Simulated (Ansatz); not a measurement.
Relaxed-ion elastic tensor of SrTe (rock salt, Fm-3m) in GPa (Voigt order), DFT-PBEsol in the program Ansatz with PAW potentials; density 4.96 g/cm³, 36.05 Å³ per atom.

```
86.3  10.4  10.4   0.0   0.0   0.0
10.4  86.3  10.4   0.0   0.0   0.0
10.4  10.4  86.3   0.0   0.0   0.0
 0.0   0.0   0.0  14.8   0.0   0.0
 0.0   0.0   0.0   0.0  14.8   0.0
 0.0   0.0   0.0   0.0   0.0  14.8
```

Question: Is the crystal mechanically stable?

Answer: Yes: the smallest eigenvalue of C is 14.8 GPa.

Question: Work out the Voigt, Reuss and Hill averages.

Answer: K_V = 35.7, K_R = 35.7, K_H = 35.7; G_V = 24.1, G_R = 19.6, G_H = 21.8 GPa.

Question: Give Young's modulus, Poisson's ratio, Pugh's ratio and the universal anisotropy index.

Answer: E = 9KG/(3K + G) = 54.4 GPa; ν = 0.25; K/G = 1.63 (brittle by the Pugh limit of 1.75); A_U = 5G_V/G_R + K_V/K_R − 6 = 1.13.

Question: Estimate the sound speeds and the Debye temperature.

Answer: v_l = √((K + 4G/3)/ρ) = 3620 m/s, v_t = √(G/ρ) = 2100 m/s, mean 2330 m/s; Θ = (h/k)(3n/4πV)^(1/3) v_m = 210 K.

Question: Give the Zener ratio and Young's modulus along [100], [110] and [111].

Answer: A = 2C44/(C11 − C12) = 0.39; 1/E = S11 − 2(S11 − S12 − S44/2)Γ with Γ = 0, 1/4, 1/3 gives 84.0, 45.2, 39.1 GPa.

Symmetry was held in the PBEsol relaxation; of distortions, only those at the zone centre were tested. Spin–orbit coupling is left out wherever it is not named.

Potentials: the later of the program's two PAW sets.
